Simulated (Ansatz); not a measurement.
W₂N:
```
CELL_PARAMETERS angstrom
      2.79259     0.00000     0.00000
     -1.39629     2.41845     0.00000
      0.00000     0.00000     5.41207
ATOMIC_POSITIONS crystal
  N  0.00000 0.00000 0.00000
  W  0.33333 0.66667 0.26923
  W  0.66667 0.33333 0.73077
```

Relaxed with r²SCAN. Special points in fractions of this cell's reciprocal vectors: Γ (0.000, 0.000, 0.000); M (0.500, 0.000, 0.000); K (0.333, 0.333, 0.000); A (0.000, 0.000, 0.500); L (0.500, 0.000, 0.500); H (0.333, 0.333, 0.500).

Task: List the band energies nearest the Fermi level at these points for DFT-r²SCAN in the program Ansatz with PAW potentials.

Result: In eV from the Fermi level; about four levels below and three above (degenerate sets whole), none deeper than 8.9 eV; points with the same levels are listed once.

| k | below | above |
|---|---|---|
| Γ | -3.21 -1.83 -1.29 -1.29 | 0.03 0.03 1.16 1.16 |
| M | -5.64 -3.60 -2.29 -1.43 | 2.54 2.67 3.56 |
| K | -3.38 -3.38 -0.11 -0.11 | 0.29 2.23 3.41 3.41 |
| A | -3.91 -1.59 -1.59 -0.97 | 0.82 0.82 2.22 2.22 |
| L | -5.21 -3.54 -2.71 -2.12 | 0.18 2.66 4.35 |
| H | -3.91 -2.91 -2.91 -0.56 | 1.14 1.14 2.47 2.47 |

Space group P-3m1 (anti-CdI2 type). A made-up cell: these elements were put on the sites of a structure type; neither database checked (COD, Materials Project) lists it. Its standing as an ambient phase is unchecked. Symmetry was held in the r²SCAN relaxation; its stability against distortions is not shown here. No spin polarisation was allowed. With an odd number of electrons in the cell and no spin polarisation, the count alone makes it a metal. Spin–orbit coupling is left out wherever it is not named.

Potentials: the earlier of the program's two PAW sets.
